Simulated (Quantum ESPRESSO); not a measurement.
**Band energies of K$_{2}$LiScF$_{6}$**

```xyz
10
Lattice="0.0000 4.1448 4.1448 4.1448 0.0000 4.1448 4.1448 4.1448 0.0000" Properties=species:S:1:pos:R:3 pbc="T T T"
Li     4.1448     4.1448     4.1448
F      4.1448     4.1448     2.0358
F      4.1448     4.1448     6.2538
F      2.0358     4.1448     4.1448
F      6.2538     4.1448     4.1448
F      4.1448     2.0358     4.1448
F      4.1448     6.2538     4.1448
K      2.0724     2.0724     2.0724
K      6.2172     6.2172     6.2172
Sc     0.0000     0.0000     0.0000
```

PBEsol (Quantum ESPRESSO, PseudoDojo norm-conserving, 84 Ry, without SOC); path ΓXWKΓLUWLK,UX; energies in eV from the valence-band maximum.

```
k (1/Å)  point  band 33  band 34  band 35  band 36  band 37  band 38  band 39  band 40
-------  -----  -------  -------  -------  -------  -------  -------  -------  -------
0.00         Γ    -0.27    -0.27     0.00     0.00     0.00     6.81     6.81     6.81
0.38              -0.37    -0.37    -0.22    -0.22    -0.01     6.84     6.88     6.88
0.76         X    -0.61    -0.61    -0.40    -0.40    -0.02     6.87     6.96     6.96
0.76         W    -0.60    -0.60    -0.52    -0.21    -0.21     6.91     6.91     6.96
1.03         K    -0.61    -0.47    -0.40    -0.38    -0.11     6.88     6.94     6.95
1.43              -0.42    -0.29    -0.23    -0.17    -0.10     6.86     6.87     6.87
1.83         Γ    -0.27    -0.27     0.00     0.00     0.00     6.81     6.81     6.81
2.16              -0.29    -0.29    -0.13    -0.13    -0.08     6.84     6.85     6.85
2.49         L    -0.31    -0.31    -0.30    -0.30    -0.21     6.88     6.89     6.89
2.72              -0.47    -0.36    -0.34    -0.28    -0.20     6.89     6.91     6.92
2.95         U    -0.61    -0.47    -0.40    -0.38    -0.11     6.88     6.94     6.95
2.95         W    -0.60    -0.60    -0.52    -0.21    -0.21     6.91     6.91     6.96
3.22              -0.44    -0.42    -0.36    -0.24    -0.22     6.90     6.90     6.93
3.49         L    -0.31    -0.31    -0.30    -0.30    -0.21     6.88     6.89     6.89
3.72              -0.47    -0.36    -0.34    -0.28    -0.20     6.89     6.91     6.92
3.95         K    -0.61    -0.47    -0.40    -0.38    -0.11     6.88     6.94     6.95
3.95         U    -0.61    -0.47    -0.40    -0.38    -0.11     6.88     6.94     6.95
4.22         X    -0.61    -0.61    -0.40    -0.40    -0.02     6.87     6.96     6.96
```

The PBEsol gap is direct, 6.81 eV at Γ. Another valence extremum on the path lies within 0.02 eV, too close to call.

Geometry of the Materials Project entry, not relaxed at this level.

The structure is a Materials Project entry; no match was found in the copy of COD used, and its stability was not checked.
